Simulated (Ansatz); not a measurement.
Level of theory: DFT PBE, scalar-relativistic, plane waves, PAW (Ansatz). Settings: cutoff 420 eV, Γ-centred meshes spaced at most about 0.3 Å⁻¹, and about 0.25 Å⁻¹ or finer for metals (2π included), Gaussian smearing. No spin polarisation in the final relaxations.

These are static total energies at zero pressure.

Compare these two cells of Zn₃GeO, each relaxed at this level.

A.

Space group P4/mmm (No. 123). a = 3.034 Å, b = 3.034 Å, c = 8.374 Å, α = 90.00°, β = 90.00°, γ = 90.00°
| atom | site | symmetry | x | y | z |
| --- | --- | --- | --- | --- | --- |
| Zn | 2g | 4mm | 0.0000 | 0.0000 | 0.8037 |
| Zn | 1c | 4/mmm | 0.5000 | 0.5000 | 0.0000 |
| Ge | 1b | 4/mmm | 0.0000 | 0.0000 | 0.5000 |
| O | 1d | 4/mmm | 0.5000 | 0.5000 | 0.5000 |

B.

Space group Pm-3m (No. 221). a = 4.230 Å, b = 4.230 Å, c = 4.230 Å, α = 90.00°, β = 90.00°, γ = 90.00°
| atom | site | symmetry | x | y | z |
| --- | --- | --- | --- | --- | --- |
| Zn | 3c | 4/mm.m | 0.5000 | 0.5000 | 0.0000 |
| Ge | 1a | m-3m | 0.0000 | 0.0000 | 0.0000 |
| O | 1b | m-3m | 0.5000 | 0.5000 | 0.5000 |

Question: Which form is favoured at zero pressure, and by what margin per atom?

Answer: A is lower, by 87 meV/atom. A has space group P4/mmm (No. 123), 15.4 Å³/atom and no gap on its mesh; B has the antiperovskite type, space group Pm-3m (No. 221), 15.1 Å³/atom and no gap. Counting Ge or Zn atoms around O (for each partner element, those within 1.25 times its shortest distance or 1.15 times the sum of covalent radii, where it is the nearest in units of that sum or under 1.3), A has O 4 and B has O 6. In A, Zn on a site of symmetry 4mm is surrounded by 1 Ge at 2.54 Å, 4 Zn at 2.70 Å, 4 Zn at 3.03 Å, 1 Zn at 3.29 Å and 4 O at 3.33 Å; around Ge lie 4 O at 2.15 Å and 2 Zn at 2.54 Å; around O lie 4 Ge at 2.15 Å, 4 O at 3.03 Å and 8 Zn at 3.33 Å; 1 more site not described. In B, Zn has 2 O at 2.12 Å, 4 Ge at 2.99 Å and 8 Zn at 2.99 Å; Ge is surrounded by 12 Zn at 2.99 Å; O is surrounded by 6 Zn at 2.12 Å. Both come from invented guesses.

Cells relaxed within their symmetry can be saddle points.
